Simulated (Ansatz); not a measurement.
Computed minus measured bulk modulus (%) for the class «sulfides, selenides and tellurides», with measured values taken at room temperature or with no temperature stated; static-lattice DFT in Ansatz (plane waves, PAW), no fitted corrections.

The last column compares like with like; the sets of the other columns can differ by functional.

```csv
functional,phases,mean,median,mean absolute,10th percentile,90th percentile,share above zero (%),"mean absolute, this / PBE on shared phases (number)"
PBE,19,-12,-14,13,-19,-4,5,–
PBEsol,13,0,-2,8,-10,11,46,7 / 13 (12)
r²SCAN,14,-1,-1,6,-10,5,43,6 / 12 (14)
HSE06,15,-4,-6,7,-11,4,20,7 / 13 (14)
```

PBE: Some cases that may be named, with their rank among the 19 from the lowest: CdTe, zinc blende -20 % (rank 1); HgTe, zinc blende -19 % (rank 2); ZnS, wurtzite -14 % (rank 10); CdS, wurtzite -12 % (rank 11); TePb, rock salt -3 % (rank 18); SnTe, rock salt 6 % (rank 19).

Main sources of the measured values: Cormac Toher, Corey Oses, Jose J. Plata et al., Physical Review Materials (2017), arXiv:1611.05714 (6); S. C. Rakesh Roshan, N. Yedukondalu, Rajmohan Muthaiah et al., ACS Applied Energy Materials (2021), arXiv:2110.13857 (3); arXiv:2303.01780 (2); Narayana, Nesamony, Ruoff, Phys. Rev. B 56, no. 22 (1997) (1). Thermal and zero-point effects are part of the differences unless removed. Counted is every phase computed here with the space group of the measured one (and its sites, where the table gives them), a cell at rest and a checked measured value, whatever its miss; left out are measured values whose sources disagree or whose phase is assumed, fits that failed or disagreed with the elastic tensor, solids of gases (flat energy surfaces), α-Mn (its cell cannot hold its order), one run of grey As with plain r²SCAN (listed as faulty; its layers came apart, a miss of about +30 % in volume), phases set aside for tests, runs that warned of a lower state, left its symmetry open or disagreed on a gap between mesh and path, and filed cells over 0.3 eV/atom above the elements; 2 phases of this class that reached the table have a measured value on another basis or fall under these rules. The largest misses, which weigh on the means more than on the medians, may be other minima, other states or faults of the measured value.

2 of the phases carry moments, in the orders computed and without U. 2 hold 4f electrons in the valence, where a lower state may exist. 6 are weakly bound layers, chains or molecules.

Unstable at this level: SnTe, rock salt. All cells were relaxed under the symmetry of their starts (and spin orders); stability against distortions was not tested throughout. Scalar-relativistic: spin–orbit coupling is off unless named, which matters more the heavier the elements.

Potentials: the later of the program's two PAW sets.

Ansatz (a first-principles code) is a plane-wave DFT program.
